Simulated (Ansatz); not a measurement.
The relaxed structure here is a generated cell of Si2W: the first start was made by a random draw of sites in a space group, and the end was not matched to a known phase here, so it may be hypothetical. Known forms of Si2W include space group No. 139.

One stationary structure of Si$_{2}$W. Space group P6₄22 (No. 181). Computed with PBE (plane waves to 420 eV, PAW, scalar-relativistic; Ansatz, a quantum-chemistry and plane-wave program).

Space group P6₄22 (No. 181); a = b = 4.614 Å, c = 6.646 Å, α = β = 90.00°, γ = 120.00°

```json
[
 {"atom": "Si", "site": "6j", "symmetry": "..2", "x": "0.1637", "y": "0.3273", "z": "0.5000"},
 {"atom": "W", "site": "3d", "symmetry": "222", "x": "0.5000", "y": "0.0000", "z": "0.5000"}
]
```

Q: Estimate the band gap that PBE returns for this input.

A: 0.01 eV, indirect (valence top at L, conduction bottom at M) (no spin-orbit coupling).

Q: Estimate the smallest direct gap that PBE returns for this input.

A: 0.64 eV at L.

No spin polarisation in the result. Spin-orbit coupling is missing; with elements this heavy it can move band edges by tenths of an eV or more.

The run could not lose the symmetry of its start: the end is stationary, and may be a saddle point rather than a minimum.
